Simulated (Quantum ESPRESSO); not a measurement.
**Band energies of KSO$_{2}$F**

```
KSO2F
1.0
    4.70904     0.00000     0.00000
    0.00000     5.81600     0.00000
   -2.25087     0.00000     6.78779
O F S K
4 2 2 2
Direct
  0.33454   0.53978   0.69242
  0.66546   0.46022   0.30758
  0.66546   0.03978   0.30758
  0.33454   0.96022   0.69242
  0.19105   0.25000   0.11703
  0.80895   0.75000   0.88297
  0.39945   0.75000   0.81538
  0.60055   0.25000   0.18462
  0.15647   0.75000   0.28936
  0.84353   0.25000   0.71064
```

norm-conserving LDA (Quantum ESPRESSO, 84 Ry, no spin-orbit coupling); path ΓYHCEM1AXH1,MDZ,YD; energies in eV from the valence-band maximum.

```
k (1/Å)  point  band 30  band 31  band 32  band 33  band 34  band 35  band 36  band 37
-------  -----  -------  -------  -------  -------  -------  -------  -------  -------
0.00         Γ    -1.53    -1.09    -0.92    -0.70    -0.41     5.01     5.14     6.06
0.46         Y    -1.64    -1.04    -0.98    -0.65    -0.31     4.98     5.15     5.97
0.85              -1.51    -1.08    -0.97    -0.38    -0.15     4.29     4.44     6.28
1.05         H    -1.46    -1.09    -0.98    -0.26    -0.04     3.94     4.06     6.21
1.05         C    -1.45    -1.11    -0.97    -0.27    -0.01     3.92     4.00     6.18
1.59         E    -1.60    -1.24    -1.24    -0.04    -0.04     4.00     4.00     6.66
1.59        M1    -1.59    -1.26    -1.26    -0.05    -0.05     4.05     4.05     6.61
1.84         A    -1.57    -1.27    -1.27    -0.05    -0.05     4.04     4.04     6.61
2.20              -1.46    -1.11    -1.08    -0.20    -0.04     3.93     4.05     6.21
2.38         X    -1.44    -1.05    -1.01    -0.24    -0.05     3.91     4.04     6.21
2.38        H1    -1.46    -1.09    -0.98    -0.26    -0.04     3.94     4.06     6.21
3.10         M    -1.59    -1.26    -1.26    -0.05    -0.05     4.05     4.05     6.61
3.25              -1.60    -1.28    -1.28    -0.14    -0.14     4.28     4.28     6.55
3.54              -1.62    -1.31    -1.31    -0.36    -0.36     4.92     4.92     6.43
3.69         D    -1.63    -1.32    -1.32    -0.40    -0.40     5.04     5.04     6.42
3.84              -1.63    -1.31    -1.31    -0.42    -0.42     5.05     5.05     6.42
4.15         Z    -1.63    -1.29    -1.29    -0.48    -0.48     5.06     5.06     6.42
4.15         Y    -1.64    -1.04    -0.98    -0.65    -0.31     4.98     5.15     5.97
4.29              -1.64    -1.10    -1.04    -0.62    -0.31     4.98     5.14     5.99
4.69         D    -1.63    -1.32    -1.32    -0.40    -0.40     5.04     5.04     6.42
```

The LDA gap is indirect, 3.91 eV, from 50 % of the way from C to E to X; the smallest direct gap is 3.93 eV. Another conduction extremum on the path lies within 0.02 eV, too close to call.

Geometry of the Materials Project entry, not relaxed at this level.
